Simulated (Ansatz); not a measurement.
The slice is one period of a {110} plane through atoms; its size isn't given.

These are PBEsol (plane waves to 420 eV, PAW, scalar-relativistic; Ansatz, a program for electronic structure) values and carry that method's errors. These are valence fields of a PAW run, semicore shells included where kept as valence: close to a nucleus they are smooth pseudo fields.

```
|9999887766554433332222222222223333445566778899|
|9988887766443333222222222222222233334466778888|
|8877776655443322221111111111112222334455667777|
|6666555544333322111111111111111122333344555566|
|5555444433332222111100000000111122223333444455|
|4444333333222211110000000000001111222233333344|
|3333332222221111000000000000000011112222223333|
|2222222222111111000000000000000011111122222222|
|2222221111111100000000000000000000111111112222|
|1111111111110000000000000000000000001111111111|
|1111111111110000000000000000000000001111111111|
|1111111100000000000000000000000000000000111111|
|0000000000000011111111111111111111000000000000|
|0000000000001111111111222211111111110000000000|
|0000000000111111222222222222222211111100000000|
|0000000011112222223333333333332222221111000000|
|0000001111222222333333333333333322222211110000|
|0000111111223333334444444444443333332211111100|
|0000111122223344444455555555444444332222111100|
|1111112222334444555555666655555544443322221111|
|1111222233334455556677777777665555443333222211|
|1122222233444455667788888888776655444433222222|
|2222223333444455668888999988886655444433332222|
|2222333333445555668899999999886655554433333322|
|3333333344445555668888999988886655554444333333|
|4444444444445555667788888888776655554444444444|
|5555444444444455556677777777665555444444444455|
|6666555544444444555555666655555544444444555566|
|8877776655444444445555555555554444444455667777|
|9988887766554444444444444444444444445566778888|
|9999887766554444333333333333333344445566778899|
|9999998866554433333333333333333333445566889999|
```
Scale: ten equal steps from -2.13 (start of '0') to 1.42 (end of '9'), in the order '0123456789'. Values: log₁₀ of the valence density in e/Å³. The map has 23 points along u (two characters each, u = 0 at the left) and 32 along v (v = 0 in the bottom row). The scale is logarithmic, as a density can span decades between atoms and voids.

```
|xxxxxx##++--::::----========----::::--++##xxxx|
|xxxx##**==--::::::::::::::::::::::::--==**##xx|
|####**++----::::................::::----++**##|
|++++==----::::....            ....::::----==++|
|------::::::::..                ..::::::::----|
|::::::::::::....                ....::::::::::|
|::::::::......                    ......::::::|
|............                        ..........|
|........                                ......|
|                                              |
|                                              |
|                                              |
|                      ....                    |
|                ....::::::::....              |
|              ..::--========--::..            |
|          ..::--++**########**++--::..        |
|        ..::==**##%%@@@@@@@@%%##**==::..      |
|      ..::==**%%@@@@@@@@@@@@@@@@%%**==::..    |
|      ::==**%%@@@@%%%%####%%%%@@@@%%**==::    |
|    ..--++%%@@%%%%####****####%%%%@@%%++--..  |
|    ..==##@@@@%%##**==----==**##%%@@@@##==..  |
|  ..::++%%@@%%##**==..xxxx..==**##%%@@%%++::..|
|....--++%%@@%%##++::xxxxxxxx::++##%%@@%%++--..|
|..::--++%%@@%%##++xxxxxxxxxxxx++##%%@@%%++--::|
|::::--==##@@@@##++::xxxxxxxx::++##@@@@##==--::|
|::::::--**@@@@%%**==..xxxx..==**%%@@@@**--::::|
|----::::--##@@@@##**==----==**##@@@@##--::::--|
|++++==::::==%%@@@@####****####@@@@%%==::::==++|
|####**==::::++%%@@@@%%####%%@@@@%%++::::==**##|
|xxxx##**==::--**@@@@@@@@@@@@@@@@**--::==**##xx|
|xxxxxx##++--::==**%%@@@@@@@@%%**==::--++##xxxx|
|xxxxxx##++--::--==**########**==--::--++##xxxx|
```
Scale: ten equal steps from 0.01 (start of ' ') to 0.67 (end of '@'), in the order ' .:-=+*#%@'. Values: electron localisation function (ELF). The map has 23 points along u (two characters each, u = 0 at the left) and 32 along v (v = 0 in the bottom row). Points within 0.5 Å of a nucleus are blanked (x), as the pseudised field means little there.

Task: Which relaxed crystal do these maps come from?
A) AlAs (zinc blende)
B) CdTe (zinc blende)
C) GaSb (zinc blende)

Result: B, CdTe (zinc blende). Atoms on the slice: Te at (0.50, 0.25); Cd at (0.00, 0.00)

All were relaxed with their symmetry unable to fall. At this level the bands of GaSb touch or barely overlap; measurements give the solid a gap. Spin-orbit coupling is left out.
